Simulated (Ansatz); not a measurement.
Ge (simple cubic, Pm-3m) under volume change, plane-wave PAW r²SCAN (Ansatz code), scaled uniformly.

```
V (Å³/atom)  E − E(relaxed) (meV/atom)  P (GPa)
-----------  -------------------------  -------
17.451                            44.5     9.05
18.026                             [?]      [?]
18.602                             4.4     2.51
19.177                             0.0     0.00
19.752                             [?]      [?]
20.328                            15.0    -3.94
20.903                            31.9    -5.42
```

### Question
Fill in the missing entries.

### Answer

- 18.026, E − E(relaxed) (meV/atom): 18.6
- 18.026, P (GPa): 5.49
- 19.752, E − E(relaxed) (meV/atom): 4.0
- 19.752, P (GPa): -2.14

### Question
What does a third-order Birch–Murnaghan fit give for V₀, B₀ and B′?

### Answer
V₀ = 19.17 Å³/atom, B₀ = 77.0 GPa, B′ = 4.7.

A made-up cell: these elements were put on the sites of a structure type; neither database checked (COD, Materials Project) lists it. It is not the phase usual at ambient conditions (space group No. 227). Symmetry was held in the r²SCAN relaxation; its stability against distortions is not shown here.

Potentials: the later of the program's two PAW sets.
